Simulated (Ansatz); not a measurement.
Rh:
```xyz
1
Lattice="0.0000 1.9000 1.9000 1.9000 0.0000 1.9000 1.9000 1.9000 0.0000" Properties=species:S:1:pos:R:3 pbc="T T T"
Rh     0.0000     0.0000     0.0000
```

Relaxed with r²SCAN. Special points in fractions of this cell's reciprocal vectors: Γ (0.000, 0.000, 0.000); X (0.500, 0.000, 0.500); U (0.625, 0.250, 0.625); K (0.375, 0.375, 0.750); L (0.500, 0.500, 0.500); W (0.500, 0.250, 0.750).

Task: List the band energies nearest the Fermi level at these points for the program Ansatz at the r²SCAN level (PAW).

Result: In eV from the Fermi level; about four levels below and three above (degenerate sets whole), none deeper than 8.9 eV; … stands for higher levels left out; points with the same levels are listed once.

| k | below | above |
|---|---|---|
| Γ | -8.17 -3.19 -3.19 -3.19 | … |
| X | -6.56 -6.19 | 0.50 1.04 1.04 |
| U | -5.73 -4.94 -2.12 -0.77 | 0.40 … |
| L | -6.34 -3.30 -3.30 | 0.58 0.58 … |
| W | -5.21 -3.94 -3.94 -1.29 | 1.04 … |

Space group Fm-3m (fcc (Cu type)). The r²SCAN relaxation kept the symmetry of its start. No spin polarisation was allowed. Spin–orbit coupling is left out wherever it is not named.

Potentials: the earlier of the program's two PAW sets.
